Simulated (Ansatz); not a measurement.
Input, command and steps of an Ansatz relaxation.

```yaml
crystal:
  lattice:
    - [5.2794577427, 0.0, 0.0]
    - [-2.6397288713, 4.5721445234, 0.0]
    - [0.0, 0.0, 6.3282703555]
  atoms:
    - { symbol: In, position: [0.6666666667, 0.3333333333, 0.25] }
    - { symbol: In, position: [0.3333333333, 0.6666666667, 0.75] }
    - { symbol: In, position: [0.0, 0.0, 0.5] }
    - { symbol: In, position: [0.0, 0.0, 0.0] }
    - { symbol: Sb, position: [0.6666666667, 0.3333333333, 0.75] }
    - { symbol: Sb, position: [0.3333333333, 0.6666666667, 0.25] }
basis:
  ecutwfc: 420
kpoints:
  mp_grid: { grid: [12, 12, 6] }
hamiltonian:
  xc: pbesol
scf:
  occupations: { method: gaussian, width: 0.1 }
output:
  forces: true
  stress: true
  eigenvalues: true
relax:
  adjacent_minimum: "off"
  f_tol: 0.01
  max_steps: 30
  cell: { stress_tol: 0.1, fix: [volume] }
```

```bash
ansatz run input.yaml --threads 1 --pin off --max-ram 2560MiB --backend cpu --events-out ev --progress --plain --runs-dir out
```

Theory: Ansatz, DFT PBEsol, scalar-relativistic, plane waves, PAW.

The volume is held at 0.97 times that of the relaxed cell.

Of 3 frames 3 are shown, positions in Å and forces in eV/Å; the SCF threshold varies from step to step. Steps run on the plane waves of an earlier cell, with a Pulay correction in the pressure. The basis is chosen afresh for the last frame, the zero of the energies, and at times for earlier ones too; energy and pressure step there, also at an unchanged geometry.

```xyz
6
Lattice="5.2795 0.0000 0.0000 -2.6397 4.5721 0.0000 0.0000 0.0000 6.3283" Properties=species:S:1:pos:R:3:forces:R:3 pbc="T T T" step=1 free_energy_over_end_meV_per_atom=0.02 pressure_GPa=1.56
In    2.6397    1.5240    1.5821    0.0000    0.0000    0.0000
In    0.0000    3.0481    4.7462    0.0000    0.0000    0.0000
In    0.0000    0.0000    3.1641    0.0000    0.0000    0.0000
In    0.0000    0.0000    0.0000    0.0000    0.0000    0.0000
Sb    2.6397    1.5240    4.7462    0.0000    0.0000    0.0000
Sb    0.0000    3.0481    1.5821    0.0000    0.0000    0.0000
6
Lattice="5.2830 0.0000 0.0000 -2.6415 4.5752 0.0000 0.0000 0.0000 6.3198" Properties=species:S:1:pos:R:3:forces:R:3 pbc="T T T" step=2 free_energy_over_end_meV_per_atom=0.00 pressure_GPa=1.55
In    2.6415    1.5251    1.5800    0.0000    0.0000    0.0000
In    0.0000    3.0501    4.7399    0.0000    0.0000    0.0000
In    0.0000    0.0000    3.1599    0.0000    0.0000    0.0000
In    0.0000    0.0000    0.0000    0.0000    0.0000    0.0000
Sb    2.6415    1.5251    4.7399    0.0000    0.0000    0.0000
Sb    0.0000    3.0501    1.5800    0.0000    0.0000    0.0000
6
Lattice="5.2830 0.0000 0.0000 -2.6415 4.5752 0.0000 0.0000 0.0000 6.3198" Properties=species:S:1:pos:R:3:forces:R:3 pbc="T T T" step=3 free_energy_over_end_meV_per_atom=0.00 pressure_GPa=1.55
In    2.6415    1.5251    1.5800    0.0000    0.0000    0.0000
In    0.0000    3.0501    4.7399    0.0000    0.0000    0.0000
In    0.0000    0.0000    3.1599    0.0000    0.0000    0.0000
In    0.0000    0.0000    0.0000    0.0000    0.0000    0.0000
Sb    2.6415    1.5251    4.7399    0.0000    0.0000    0.0000
Sb    0.0000    3.0501    1.5800    0.0000    0.0000    0.0000
```

The run took 46 s on 1 thread of Intel(R) Xeon(R) 6975P-C (Granite Rapids), on a shared host, peak memory 0.74 GiB.